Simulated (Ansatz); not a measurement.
NaH (rock salt, space group No. 225), plane-wave PAW PBE (Ansatz code): ε∞ = 3.12, cell volume 28.21 Å³. Infrared-active transverse modes:

```csv
ω_TO (cm⁻¹),oscillator strength S_xx (e²/amu)
493.7,0.9795
```

Question: Compute the static dielectric constant.

Answer: Each mode adds (4.921e7/V) S/ω²: 7.01. So ε0 = 10.1.

Question: What LO frequency does the Lyddane–Sachs–Teller relation give?

Answer: ω_LO = ω_TO √(ε0/ε∞) = 889 cm⁻¹.

Space group Fm-3m (rock salt). Symmetry was held in the PBE relaxation; phonons on a q-mesh show no instability.

Potentials: the later of the program's two PAW sets.
